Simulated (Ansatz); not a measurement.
C:
```yaml
crystal:
  lattice:
    - [0.00000, 1.78013, 1.78013]
    - [1.78013, 0.00000, 1.78013]
    - [1.78013, 1.78013, 0.00000]
  atoms:
    - { symbol: C, position: [0.50000, 0.50000, 0.50000] }
    - { symbol: C, position: [0.75000, 0.75000, 0.75000] }
```

Relaxed with r²SCAN. Special points in fractions of this cell's reciprocal vectors: Γ (0.000, 0.000, 0.000); X (0.500, 0.000, 0.500); U (0.625, 0.250, 0.625); K (0.375, 0.375, 0.750); L (0.500, 0.500, 0.500); W (0.500, 0.250, 0.750).

**Question.** List the band energies nearest the valence-band maximum at these points for r²SCAN (plane waves, PAW; program Ansatz).

**Answer.** In eV from the valence-band maximum; about four levels below and three above (degenerate sets whole), none deeper than 8.9 eV; … stands for higher levels left out; points with the same levels are listed once.

```tsv
k	below	above
Γ	0.00 0.00 0.00	…
X	-6.68 -6.68	5.03 5.03 …
U	-5.69	6.00 11.37 …
L	-2.98 -2.98	8.94 8.94 …
W	-8.75 -8.75	11.30 11.30 …
```

Space group Fd-3m (diamond). The r²SCAN relaxation kept the symmetry of its start; phonons on a q-mesh show no instability.

Potentials: the later of the program's two PAW sets.
